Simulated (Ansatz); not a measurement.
Ru (diamond): energy against volume

Theory: DFT, PBEsol, plane waves (420 eV) with PAW, scalar-relativistic (Ansatz). (PAW data from PBE, frozen cores regenerated.)

The cell is scaled uniformly from the relaxed one, with fractional coordinates and shape fixed. Energies are extrapolated to zero smearing, pressures are those at the given smearing. Magnetic state: spin not included.

A Birch-Murnaghan fit gives V₀ = 19.58 Å³/atom, B₀ = 182 GPa, B₀′ = 4.7.

**Question.** What are the energy above the minimum and the pressure at 18.807 Å³/atom?

**Answer.** 18.7 meV/atom and 8.21 GPa as computed.

**Question.** What are the energy above the minimum and the pressure at 20.374 Å³/atom?

**Answer.** 17.0 meV/atom and -6.48 GPa as computed.

**Question.** What are the energy above the minimum and the pressure at 21.942 Å³/atom?

**Answer.** 130.7 meV/atom and -15.75 GPa as computed.
